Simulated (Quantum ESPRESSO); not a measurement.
## Convergence test: BaF2

```
CELL_PARAMETERS angstrom
      0.00000     3.11287     3.11287
      3.11287     0.00000     3.11287
      3.11287     3.11287     0.00000
ATOMIC_POSITIONS crystal
  Ba 0.00000 0.00000 0.00000
  F  0.25000 0.25000 0.25000
  F  0.75000 0.75000 0.75000
```
The geometry is a computed Materials Project entry, not a measured one. It is BaF2 in Fm-3m. Stability against distortions was not tested.

Method: PBE GIPAW on JTH datasets (Quantum ESPRESSO, modified build); kept fixed: 22.5 Ha, k-mesh 4×4×4 shifted. Costs are rough, from a shared machine. Shieldings are absolute and leave out the bulk-susceptibility term; a larger σ means a smaller chemical shift. Spin–orbit coupling is left out; its weight grows with the heaviest atom, Ba here.

| conv_threshold of gipaw.x | σ_iso Ba (ppm) | σ_iso F (ppm) | f-sum rule missed by (%) | rough cost ratio |
|---|---|---|---|---|
| 1e-06 | 5215.6 | 149.2 | 0.00 | about 1 |
| 1e-08 | 5246.0 | 145.9 | 0.00 | about 1 |
| 1e-10 | 5247.8 | 145.4 | 0.00 | about 1 |
| 1e-12 | 5247.7 | 145.4 | 0.00 | about 1 |
| 1e-14 | 5247.8 | 145.4 | 0.00 | about 1 |

Largest spread: σ_iso Ba (ppm) moves over 32.2 across the rows.
